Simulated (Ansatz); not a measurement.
Below is a relaxed structure of ZnGe₃. The cell was found from a structure generator's guess, not taken from experiment.

Computed with DFT PBE, scalar-relativistic, plane waves, PAW (Ansatz 0.2.0). Cutoff 420 eV, Γ-centred mesh, Gaussian smearing, no spin polarisation.

```cif
data_structure
_symmetry_space_group_name_H-M 'P 1'
_symmetry_Int_Tables_number 1
_cell_length_a 2.9631
_cell_length_b 2.9631
_cell_length_c 9.7650
_cell_angle_alpha 90.000
_cell_angle_beta 90.000
_cell_angle_gamma 120.000
_cell_volume 74.25
loop_
_atom_site_label
_atom_site_type_symbol
_atom_site_fract_x
_atom_site_fract_y
_atom_site_fract_z
_atom_site_occupancy
Zn1 Zn 0.00000 0.00000 0.00000 1
Ge1 Ge 0.33333 0.66667 0.23848 1
Ge2 Ge 0.00000 0.00000 0.50000 1
Ge3 Ge 0.33333 0.66667 0.76152 1
```

Formation energies are uncorrected and refer to the elements' standard structures at the same level.

Problem. What space group does it have?

Solution. P-6m2 (No. 187), with Zn and Ge ordered on hcp sites. Conventional cell: a = 2.963 Å, c = 9.765 Å. Zn is surrounded by 6 Ge at 2.89 Å and 6 Zn at 2.96 Å; Ge on a site of symmetry 3m is surrounded by 3 Zn at 2.89 Å and 9 Ge at 2.96–3.07 Å; Ge on a site of symmetry -6m2 has 12 Ge at 2.96–3.07 Å.

Problem. How far does it lie from the elements in energy?

Solution. +0.28 eV/atom. A positive value: parting into the elements would lower its energy.

Problem. Is it a metal?

Solution. Yes, bands cross the Fermi level on the 18×18×6 mesh.

Problem. From what recipe could a structure generator have reached it?

Solution. One such recipe: close-packed layers stacked ABAB, next cell at A (P-6m2, No. 187). Other recipes can lead to the same cell.

The last run used an 18×18×6 mesh (in the run's order of axes) for its 4-atom cell and Gaussian smearing of 0.10 eV. A structure relaxed within its symmetry needn't be a true minimum.
